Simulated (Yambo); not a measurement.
G0W0@PBEsol for FeP₂ (space group Pnnm, No. 58) in Yambo. Reference settings: 2×2×4 Γ-centred k mesh, bands 9 to 150 and a 8 Ry block in the screening, 150 bands in G with the Bruneval-Gonze terminator, plasmon pole fitted at 27.2 eV. The PBEsol gap Γ → (0, 0, 0.25) on this mesh is 0.36 eV; G0W0 gaps are taken between the same points.

The settings were changed. The gap went from 0.41 eV to 0.43 eV, and the shift of the valence edge from 0.63 eV to 0.69 eV.

Task: What was changed between the two runs?
(A) 88 bands in W, 88 bands in G
(B) 44 bands in W, 44 bands in G, 5 Ry block
(C) 44 bands in W, 44 bands in G, 3 Ry block
(D) 44 bands in W, 44 bands in G, 2 Ry block

Result: A, 88 bands in W, 88 bands in G. The others gave (gap, valence shift): 44 bands in W, 44 bands in G, 2 Ry block: 1.06, 0.43 eV; 44 bands in W, 44 bands in G, 3 Ry block: 0.90, 0.58 eV; 44 bands in W, 44 bands in G, 5 Ry block: 0.56, 0.82 eV.

Geometry of the Materials Project entry, not relaxed at this level; primitive cell a = 4.9182 Å, b = 5.6270 Å, c = 2.7154 Å, α = β = γ = 90.00°.

The structure is a Materials Project entry; no match was found in the copy of COD used, and its stability was not checked.

The runs are not spin-polarised; magnetic order was not tried.

A shift is the quasiparticle energy of the state minus its PBEsol energy.
